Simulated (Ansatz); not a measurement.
The calculation used DFT PBE, scalar-relativistic, plane waves, PAW (Ansatz 0.2.0). All cells share a 420 eV cutoff and Γ-centred k meshes spaced at most about 0.3 Å⁻¹ (about 0.25 or finer for metals, 2π included). No spin polarisation in the final relaxations.

All energies are static (0 K, no zero-point motion). Lower structures may exist.

Question: Order these relaxed structures of Al3Pd by energy, lowest first, with the energy over the lowest of them.
A.

```cif
data_structure
_symmetry_space_group_name_H-M 'Immm'
_symmetry_Int_Tables_number 71
_cell_length_a 2.8009
_cell_length_b 4.9316
_cell_length_c 10.2404
_cell_angle_alpha 90.000
_cell_angle_beta 90.000
_cell_angle_gamma 90.000
_cell_volume 141.45
loop_
_atom_site_label
_atom_site_type_symbol
_atom_site_symmetry_multiplicity
_atom_site_Wyckoff_symbol
_atom_site_fract_x
_atom_site_fract_y
_atom_site_fract_z
_atom_site_occupancy
Al1 Al 2 a 0.00000 0.00000 0.00000 1
Al2 Al 4 i 0.00000 0.00000 0.71334 1
Pd1 Pd 2 d 0.00000 0.50000 0.00000 1
```

B.

```cif
data_structure
_symmetry_space_group_name_H-M 'Pm-3m'
_symmetry_Int_Tables_number 221
_cell_length_a 3.9616
_cell_length_b 3.9616
_cell_length_c 3.9616
_cell_angle_alpha 90.000
_cell_angle_beta 90.000
_cell_angle_gamma 90.000
_cell_volume 62.17
loop_
_atom_site_label
_atom_site_type_symbol
_atom_site_symmetry_multiplicity
_atom_site_Wyckoff_symbol
_atom_site_fract_x
_atom_site_fract_y
_atom_site_fract_z
_atom_site_occupancy
Al1 Al 3 c 0.00000 0.50000 0.50000 1
Pd1 Pd 1 a 0.00000 0.00000 0.00000 1
```

C.

```cif
data_structure
_symmetry_space_group_name_H-M 'P-6m2'
_symmetry_Int_Tables_number 187
_cell_length_a 2.9238
_cell_length_b 2.9238
_cell_length_c 9.2987
_cell_angle_alpha 90.000
_cell_angle_beta 90.000
_cell_angle_gamma 120.000
_cell_volume 68.84
loop_
_atom_site_label
_atom_site_type_symbol
_atom_site_symmetry_multiplicity
_atom_site_Wyckoff_symbol
_atom_site_fract_x
_atom_site_fract_y
_atom_site_fract_z
_atom_site_occupancy
Al1 Al 1 e 0.66667 0.33333 0.00000 1
Al2 Al 2 i 0.66667 0.33333 0.71462 1
Pd1 Pd 1 b 0.00000 0.00000 0.50000 1
```

D.

```cif
data_structure
_symmetry_space_group_name_H-M 'Cmc2_1'
_symmetry_Int_Tables_number 36
_cell_length_a 5.2752
_cell_length_b 6.3393
_cell_length_c 8.0124
_cell_angle_alpha 90.000
_cell_angle_beta 90.000
_cell_angle_gamma 90.000
_cell_volume 267.94
loop_
_atom_site_label
_atom_site_type_symbol
_atom_site_symmetry_multiplicity
_atom_site_Wyckoff_symbol
_atom_site_fract_x
_atom_site_fract_y
_atom_site_fract_z
_atom_site_occupancy
Al1 Al 8 b 0.24221 0.81667 0.23803 1
Al2 Al 4 a 0.50000 0.03622 0.99961 1
Pd1 Pd 4 a 0.50000 0.60775 0.02417 1
```

Answer: D (0 meV/atom), B (28 meV/atom), C (134 meV/atom), A (201 meV/atom). Forms: D Cmc2_1; B Cu3Au (L1_2) type, Pm-3m; C P-6m2; A Immm. Counting all near atoms (those within 1.25 times the shortest distance at each site; a plus sign parts nearer from farther groups; a slash parts the counts of unlike sites): D has Al 10/9+2, Pd 9; B has Al 12, Pd 12; C has Al 2+6/4+6, Pd 6+6; A has Al 2+4/9, Pd 8.

The Pm-3m cell at 15.5 Å³/atom was relaxed from a Materials Project cell. Cells relaxed within their symmetry can be saddle points. The Cmc2_1 cell of Al3Pd came from shaking the Pm-3m one. Some types were kept out of the candidates beforehand, so the set may lack a known form.
